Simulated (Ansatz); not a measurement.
Task: Ti (hcp (Mg type), P6_3/mmc) is relaxed with LDA (plane waves, PAW; program Ansatz). What lattice parameters of the conventional cell result?

Result: a = 2.865 Å, c = 4.531 Å.

Its a lies over 2 % below tabulated measurements.

Symmetry was held in the LDA relaxation. The run is not spin-polarised. Axis ratios of metals converge slowly with the k-mesh, so a and c are less sure than the volume.

Potentials: the later of the program's two PAW sets.
